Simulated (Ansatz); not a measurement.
Task: Name crystals whose computed values (PBEsol (plane waves, PAW; program Ansatz)) fall in these windows: G_Hill (GPa) 61 to 83; Θ_D (K) 500 to 700.

Result: 

```
crystal                            G_Hill (GPa)  Θ_D (K)
---------------------------------  ------------  -------
TiAl3, Cu3Au type                          75.3      617
AlInN2, chalcopyrite                       82.3      548
TiC, P6_3/mmc (Ti on 2c, C on 2d)          81.3      644
MgO, P6_3/mmc (Mg on 2c, O on 2d)          62.3      677
Ti2C, Fd-3m (Ti on 32e, C on 16d)          82.1      596
```
Others may fit too.

Typed or built starts, not in the databases checked: TiC, P6_3/mmc (Ti on 2c, C on 2d). Not the usual ambient phase: TiC, P6_3/mmc (Ti on 2c, C on 2d); MgO, P6_3/mmc (Mg on 2c, O on 2d). Standing as an ambient phase not checked: TiAl3, Cu3Au type; AlInN2, chalcopyrite; Ti2C, Fd-3m (Ti on 32e, C on 16d). All cells were relaxed under the symmetry of their starts (and spin orders); stability against distortions was not tested throughout. Rows with no word on spin ran without spin polarisation. Spin–orbit coupling is left out wherever it is not named.

Potentials: the later of the program's two PAW sets.
